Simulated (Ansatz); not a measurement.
Barrier of one jump, Au in Si

Theory: Ansatz, DFT PBE, scalar-relativistic, plane waves, PAW. Run with 420 eV cutoff, 2×2×2 k-mesh, Gaussian smearing of 0.02 eV, no spin polarisation.

Host crystal, relaxed:

```cif
data_structure
_symmetry_space_group_name_H-M 'P 1'
_symmetry_Int_Tables_number 1
_cell_length_a 3.8679
_cell_length_b 3.8679
_cell_length_c 3.8679
_cell_angle_alpha 60.000
_cell_angle_beta 60.000
_cell_angle_gamma 60.000
_cell_volume 40.92
loop_
_atom_site_label
_atom_site_type_symbol
_atom_site_fract_x
_atom_site_fract_y
_atom_site_fract_z
_atom_site_occupancy
Si1 Si 0.75000 0.75000 0.75000 1
Si2 Si 0.50000 0.50000 0.50000 1
```

In a supercell of 16 host sites with charge +1, interstitial Au hops to an equivalent place, moving 1.66 Å between the relaxed ends. Climbing-image nudged elastic band at fixed cell with images 0 (start) to 4 (end), the path measured over all atoms, converged to 0.05 eV/Å; the order of the saddle wasn't checked, and the small cell leaves errors of about a tenth of an eV.

Supercell rows in host cell vectors: 0 -2 2; 0 0 2; -2 0 2. Au was set at (0.000, 0.000, 0.000) of the host cell.

At the relaxed start Au has 1 Si at 2.42 Å, 1 Si at 2.43 Å, 2 Si at 2.44 Å, 1 Si at 2.51 Å, 1 Si at 2.59 Å, 1 Si at 3.09 Å.

Spin-orbit coupling is left out, which matters for the bands and energies of heavy elements.

Q: What barrier does the band give, and what surrounds the atom at the top?

A: 0.33 eV at image 2, where Au has 2 Si at 2.43 Å, 1 Si at 2.47 Å, 2 Si at 2.53 Å, 2 Si at 2.80 Å, 2 Si at 2.82 Å.

Cost: 1 run of about 0.93 core-minutes, on AMD EPYC 9R45 (Zen 5) (shared hosts).